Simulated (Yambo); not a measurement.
Yambo run on RbCaH3 (cubic perovskite, space group Pm-3m, No. 221). The wavefunctions are norm-conserving PBEsol (Quantum ESPRESSO, 72 Ry, with spin-orbit coupling) ones on a 2×2×2 mesh (22 occupied bands); a = b = c = 4.521 Å, α = β = γ = 90.00°.

Yambo input:

```
gw0
dyson
el_el_corr
HF_and_locXC
ppa
em1d
EXXRLvcs= 72 Ry
VXCRLvcs= 288 Ry
Chimod= "HARTREE"
% BndsRnXp
 1 | 252 |
%
NGsBlkXp= 7 Ry
% LongDrXp
 1.0 | 1.0 | 1.0 |
%
PPAPntXp= 27.2114 eV
% GbndRnge
 1 | 252 |
%
GTermKind= "BG"
DysSolver= "n"
ExtendOut
% QPkrange
 3 | 3 | 22 | 23 |
%
```

k points by index: 3 = M.

The o-*.qp file then holds:

```
#    K-point    Band    Eo [eV]    E [eV]    E-Eo [eV]    Vxc [eV]    Vnlxc [eV]    Sc|Eo [eV]    Sc|E [eV]    dSc/dw|Eo [eV]    Re(Z)    Im(Z)
#
    3    22    0.000000    -1.285197    -1.285197    -10.64373    -13.92976    1.675234    2.000835    -6.893059    0.797880    -0.001775
    3    23    3.069145    4.130725    1.061579    -8.383816    -3.725544    -3.392937    -3.596692    -5.222115    0.838988    -0.001355
```
(The two width columns are left out.) Convergence of these settings isn't established.

Geometry of the Materials Project entry, not relaxed at this level.
